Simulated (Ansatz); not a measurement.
ZrTa:
```
ZrTa
1.0
    2.92765     0.00000     0.00000
    0.00000     2.92765     0.00000
    0.00000     0.00000     4.78178
Ta Zr
1 1
Direct
  0.00000   0.00000   0.00000
  0.50000   0.50000   0.50000
```

Relaxed with r²SCAN. Special points in fractions of this cell's reciprocal vectors: Γ (0.000, 0.000, 0.000); X (0.000, 0.500, 0.000); M (0.500, 0.500, 0.000); Z (0.000, 0.000, 0.500); R (0.000, 0.500, 0.500); A (0.500, 0.500, 0.500).

Question: List the band energies nearest the Fermi level at these points for plane-wave PAW r²SCAN with spin–orbit coupling (Ansatz code).

Answer: In eV from the Fermi level; about four levels below and three above (degenerate sets whole), none deeper than 8.9 eV; points with the same levels are listed once.

```csv
k,below,above
Γ,-2.62 -2.62 -0.11 -0.11,1.61 1.61 1.62 1.62
X,-0.49 -0.49 -0.12 -0.12,2.50 2.50 2.89 2.89
M,-2.76 -2.76 -2.69 -2.69,3.61 3.61 4.40 4.40
Z,-1.24 -1.24 0.00 0.00,0.56 0.56 3.11 3.11
R,-3.34 -3.34 -0.37 -0.37,0.28 0.28 0.66 0.66
A,-0.56 -0.56 -0.42 -0.42,1.61 1.61 2.96 2.96
```

Space group P4/mmm (L1₀ or tetragonal B2). The start of the workflow was typed in or built on a structure type; neither database checked (COD, Materials Project) lists it. Its standing as an ambient phase is unchecked. The cell was relaxed with r²SCAN under the symmetry of its start; whether a distortion lowers the energy is not shown. No spin polarisation was allowed. Its formation energy is positive at this level, so the cell may be metastable or incomplete.

Potentials: the later of the program's two PAW sets.
